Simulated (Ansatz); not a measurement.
## CsBe3Ag: rattling a relaxed structure

The cell was found from a structure generator's guess, not taken from experiment.

All numbers below come from DFT PBE, scalar-relativistic, plane waves, PAW in Ansatz. Plane waves to 420 eV, a k mesh through Γ of 8×8×8 on the computed 5-atom cell and Gaussian smearing (0.10 eV); no spin polarisation.

The cell below (5 atoms, space group Pm-3m (No. 221)) is relaxed within its symmetry.

```
Cs Be Ag
1.0
     4.71917    0.00000    0.00000
     0.00000    4.71917    0.00000
     0.00000    0.00000    4.71917
Cs Be Ag
1 3 1
Direct
  0.50000 0.50000 0.50000
  0.50000 0.00000 0.00000
  0.00000 0.00000 0.50000
  0.00000 0.50000 0.00000
  0.00000 0.00000 0.00000
```

For the test a repeat of it with 10 atoms (edges 4.72, 4.72, 9.44 Å) was strained at random (σ = 1.5 % a component), the atoms were moved at random (σ = 0.15 Å), and all was relaxed again on a coarse 6×6×4 mesh (in the run’s order of axes) with 0.20 eV smearing, with no symmetry imposed.

**Question.** Does it come back?

**Answer.** It returns, within 1 meV/atom of the unmoved cell on that mesh and with the same symmetry when read at 0.1 Å (P1 at 0.01 Å, so small strains and shifts remain). So it is stable against the distortions that fit this cell and that this random move excites. Modes that don't fit the cell aren't tested. Another cell of CsBe3Ag relaxed alike, in P4/mmm, lies 257 meV/atom lower, so this cell isn't the stable form at this level.
